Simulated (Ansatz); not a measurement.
AlN (zinc blende)

```
AlN
1.0
    0.00000     2.20161     2.20161
    2.20161     0.00000     2.20161
    2.20161     2.20161     0.00000
N Al
1 1
Cartesian
  3.30241   3.30241   3.30241
  0.00000   0.00000   0.00000
```

In this cell atom 2 (Al, nearest neighbour N at 1.907 Å; its periodic images, 3.1 Å or more away, move with it) is moved by s along Cartesian [110], unit vector (0.707, 0.707, 0.000); all other atoms and the cell stay fixed.

All values below come from PBE (plane waves to 420 eV, PAW, scalar-relativistic; Ansatz, a first-principles code). k mesh 10×10×10 (Γ-centred), Fermi-Dirac smearing 0.05 eV. E stands for the smeared free energy. AlN was relaxed with its symmetry unable to fall. ΔE is measured from the undisplaced structure.

```tsv
s (Å)	ΔE (meV/cell)
-0.380	1106
-0.304	681
-0.228	withheld
-0.152	161
-0.076	40
0.000	0
0.076	40
0.152	161
0.228	withheld
0.304	681
0.380	1106
```

Problem. Fit an even polynomial form (powers 2, 4) to the given rows and predict ΔE at s = 0.228.

Solution. Least squares on the 9 given rows: ΔE = (6849)·s² + (5612)·s⁴, in meV/cell with s in Å; root-mean-square residual 0.2 meV/cell. At 0.228 the fit gives 371 meV/cell; the calculation gives 371 meV/cell, the same to the digits shown. The quadratic term alone would give 356 meV/cell.

(For displaced atoms, the force is minus the slope of the energy, and its curvature is a force constant, which sets phonon frequencies.)
